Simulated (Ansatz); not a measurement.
B4C:
```
CELL_PARAMETERS angstrom
      2.80841     1.62143     4.02009
     -2.80841     1.62143     4.02009
      0.00000    -3.24287     4.02009
ATOMIC_POSITIONS crystal
  B  0.30925 0.80616 0.80616
  B  0.69075 0.19384 0.19384
  B  0.80616 0.30925 0.80616
  B  0.19384 0.69075 0.19384
  B  0.80616 0.80616 0.30925
  B  0.19384 0.19384 0.69075
  B  0.67035 0.99407 0.99407
  B  0.32965 0.00593 0.00593
  B  0.99407 0.67035 0.99407
  B  0.00593 0.32965 0.00593
  B  0.99407 0.99407 0.67035
  B  0.00593 0.00593 0.32965
  C  0.61038 0.61038 0.61038
  C  0.38962 0.38962 0.38962
  C  0.50000 0.50000 0.50000
```

x, y and z are the axes in which the lattice vectors are written.

Q: Give the high-frequency dielectric tensor and the Born effective charge tensors of the independent atoms from DFPT, PBEsol (plane waves, PAW; program Ansatz).

A: 
ε∞:
```
7.81  0.00  0.00
0.00  7.81  0.00
0.00  0.00  9.53
```
Z* of atom 1 (B), rows: field, columns: displacement, in e:
```
 0.77   0.51  -0.03
 0.51   0.18  -0.01
-0.84  -0.49  -0.18
```
Z* of atom 7 (B), rows: field, columns: displacement, in e:
```
-0.05   0.14   0.06
 0.14  -0.21   0.03
 0.33   0.19   0.03
```
Z* of atom 13 (C), rows: field, columns: displacement, in e:
```
-1.72   0.00   0.00
 0.00  -1.72   0.00
 0.00   0.00  -2.64
```
Z* of atom 15 (C), rows: field, columns: displacement, in e:
```
1.39  0.00  0.00
0.00  1.39  0.00
0.00  0.00  6.18
```

Space group R-3m. The workflow started from a Materials Project entry (that database holds measured and hypothetical structures alike); the Crystallography Open Database copy checked does not list it. Its standing as an ambient phase is unchecked. The PBEsol relaxation kept the symmetry of its start; its stability against distortions is not shown here.

Potentials: the later of the program's two PAW sets.
